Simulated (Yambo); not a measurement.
A free-standing ZrSe2 monolayer (symmetry P-3m1, slab cell 16.1 Å high), G0W0@PBE in Yambo with this input:

```
rim_cut
gw0
dyson
el_el_corr
HF_and_locXC
ppa
em1d
rim_w
RandQpts= 1000000
RandGvec= 2 Ry
CUTGeo= "slab z"
EXXRLvcs= 104 Ry
VXCRLvcs= 416 Ry
Chimod= "HARTREE"
% BndsRnXp
 20 | 198 |
%
NGsBlkXp= 8 Ry
% LongDrXp
 1.0 | 1.0 | 0.0 |
%
RandGvecW= 996 mRy
PPAPntXp= 27.2114 eV
% GbndRnge
 1 | 198 |
%
GTermKind= "BG"
DysSolver= "n"
ExtendOut
```

On a 6×6×1 mesh, with wavefunctions cut at 104 Ry, the gap (Γ → M) is 1.305 eV and the valence edge shifts by -0.368 eV.

Task: What happens with this change: 5 Ry block?

Result: The gap falls by 0.057 eV, to 1.248 eV; the shift of the valence edge becomes -0.282 eV. Neither run is shown to be the converged limit.

Spin-orbit coupling is not included.

Geometry relaxed with PBEsol; primitive cell a = b = 3.749 Å, c = 16.100 Å, α = β = 90.00°, γ = 120.00°.

This is a model layer cut from the bulk structure; whether it is stable on its own was not checked.

A shift is the quasiparticle energy of the state minus its PBE energy.

The potentials are those of PseudoDojo's stringent table.
